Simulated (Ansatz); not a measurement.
MoTe$_{2}$ (2H-MoS2 type, space group P6_3/mmc)

```cif
data_Mo2Te4
_chemical_formula_sum 'Mo2 Te4'
_space_group_name_H-M_alt 'P63/mmc'
_space_group_IT_number 194
_space_group_name_Hall '-P 6c 2c'
_cell_length_a 3.54193
_cell_length_b 3.54193
_cell_length_c 14.18201
_cell_angle_alpha 90.000
_cell_angle_beta 90.000
_cell_angle_gamma 120.000
loop_
_atom_site_label
_atom_site_type_symbol
_atom_site_symmetry_multiplicity
_atom_site_Wyckoff_symbol
_atom_site_fract_x
_atom_site_fract_y
_atom_site_fract_z
_atom_site_occupancy
Mo1 Mo 2 d 0.66667 0.33333 0.25000 1
Te1 Te 4 f 0.33333 0.66667 0.12347 1
```

The relaxed cell is deformed in two ways at once: its volume V is scaled, and at that volume it is stretched along z (the c axis of the conventional cell) so that c/a changes. Fractional atomic positions are held.

These are r2SCAN+rVV10 (plane waves to 500 eV, PAW, scalar-relativistic; Ansatz, a first-principles code) values and carry that method's errors. k mesh 11×11×3 (Γ-centred), Fermi-Dirac smearing 0.05 eV. Energies are smeared free energies. As the atoms are clamped, bonds stretch with the cell, which overstates energies and stresses. As the smearing reaches across the gap at some points, the response to shear is sensitive to the k mesh, so small differences along c/a are uncertain. MoTe2 is run without spin polarisation. MoTe2 was relaxed with its symmetry unable to fall. Spin-orbit coupling is left out, though Te is heavy. The PAW data are Ansatz's earlier set. ΔE is measured from the relaxed starting cell.

```
ΔE (kJ/mol of atoms)  V/V₀ = 0.920  V/V₀ = 0.960  V/V₀ = 1.000  V/V₀ = 1.040  V/V₀ = 1.080
--------------------  ------------  ------------  ------------  ------------  ------------
(c/a)/(c/a)₀ = 0.880          17.2          11.3           [?]           [?]          10.7
(c/a)/(c/a)₀ = 0.940           9.4           4.2           2.2           [?]           5.3
(c/a)/(c/a)₀ = 1.000           5.8           1.3           0.0           1.2           4.3
(c/a)/(c/a)₀ = 1.060           6.5           [?]           1.9           3.6           7.2
(c/a)/(c/a)₀ = 1.120          11.1           7.8           7.4           9.4          13.2
```

Task: Fill in the missing entries.

Result: 
- (c/a)/(c/a)₀ = 0.880, V/V₀ = 1.000: 8.7
- (c/a)/(c/a)₀ = 0.880, V/V₀ = 1.040: 8.6
- (c/a)/(c/a)₀ = 0.940, V/V₀ = 1.040: 2.7
- (c/a)/(c/a)₀ = 1.060, V/V₀ = 0.960: 2.7

(A scan under strain: stresses follow from slopes of the energy per volume, elastic moduli from its curvatures.)
